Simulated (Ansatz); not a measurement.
Al (fcc, Cu type)

```
Al
1.0
    0.00000     4.04047     4.04047
    2.02024     0.00000     2.02024
    2.02024     2.02024     0.00000
Al
2
Direct
  0.00000   0.00000   0.00000
  0.50000   0.00000   0.00000
```

A phonon eigenvector at L = (0.5, 0.0, 0.0) is frozen into this cell: atom i moves by Q times the vector below, so Q is the largest atomic displacement, in Å. The cell is held. (q is in reciprocal vectors of the primitive cell; the cell shown is doubled to hold the pattern.)

```json
[
 {"atom": "Al1", "x": "-0.577", "y": "0.577", "z": "0.577"},
 {"atom": "Al2", "x": "0.577", "y": "-0.577", "z": "-0.577"}
]
```

Level of theory: PBE (plane waves to 420 eV, PAW, scalar-relativistic; Ansatz, an electronic-structure program). k mesh 10×20×20 (Γ-centred), Fermi-Dirac smearing 0.05 eV. Energies are smeared free energies. With partly filled bands, energies and forces of such displacements shift with the k mesh and the smearing. Al was relaxed with its symmetry unable to fall. The zero of ΔE is the undisplaced structure. The last digit holds for this mesh only.

```
Q (Å)   ΔE (meV/cell)
------  -------------
-0.180       withheld
-0.150          238.2
-0.120          150.0
-0.090           83.5
-0.060           36.9
-0.030            9.2
0.000             0.0
0.030             9.2
0.060            36.9
0.090            83.5
0.120           150.0
0.150           238.2
0.180        withheld
```

Question: Fit an even polynomial form (powers 2, 4) to the given rows and predict ΔE at Q = 0.180.

Answer: Least squares on the 11 given rows: ΔE = (10140)·Q² + (19590)·Q⁴, in meV/cell with Q in Å; root-mean-square residual 0.10 meV/cell. At 0.180 the fit gives 349.1 meV/cell; the calculation gives 349.9 meV/cell, so the extrapolation is off by -0.8 (-0.2 %). The quadratic term alone would give 328.5 meV/cell.

(A displaced cell: forces are minus the slopes of the energy, force constants its curvatures, and phonons follow from these.)
